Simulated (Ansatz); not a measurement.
# ZrTi3C4 (I4/mmm)

Theory: Ansatz 0.2.0, DFT PBE, scalar-relativistic, plane waves, PAW.

Cutoff 420 eV; k points 12×12×12 on the computed 8-atom cell (Γ-centred); Gaussian smearing, width 0.10 eV; no spin polarisation.

The structure is relaxed at this level of theory with its symmetry kept, and needn't be the ground state of this composition.

```
Zr Ti C
1.0
    -2.22426    2.22426    4.42912
     2.22426   -2.22426    4.42912
     2.22426    2.22426   -4.42912
Zr Ti C
1 3 4
Direct
  0.50000 0.50000 0.00000
  0.00000 0.00000 0.00000
  0.75000 0.25000 0.50000
  0.25000 0.75000 0.50000
  0.24394 0.24394 0.00000
  0.00000 0.50000 0.50000
  0.75606 0.75606 0.00000
  0.50000 0.00000 0.50000
```

Formation energy from the elements' standard states (uncorrected)?

-0.769 eV/atom.

Kohn–Sham band gap?

none (metal).

Density of states at the Fermi level?

1.2 states/eV per cell.

Orbital (Löwdin) character within 0.5 eV of the Fermi level?

C 2p 50 %, Ti 3d 39 %, Zr 4d 8 %.

Bulk modulus?

237 GPa.

Its pressure derivative?

4.0.

Bader charge by site (e)?

Zr (1 in the cell) 1.89, Ti (1 in the cell) 1.69, Ti (2 in the cell) 1.69, C (2 in the cell) -1.73, C (2 in the cell) -1.75.

The cell was found from a structure generator's guess, not taken from experiment. Löwdin shares on free-atom orbitals overweight diffuse shells.
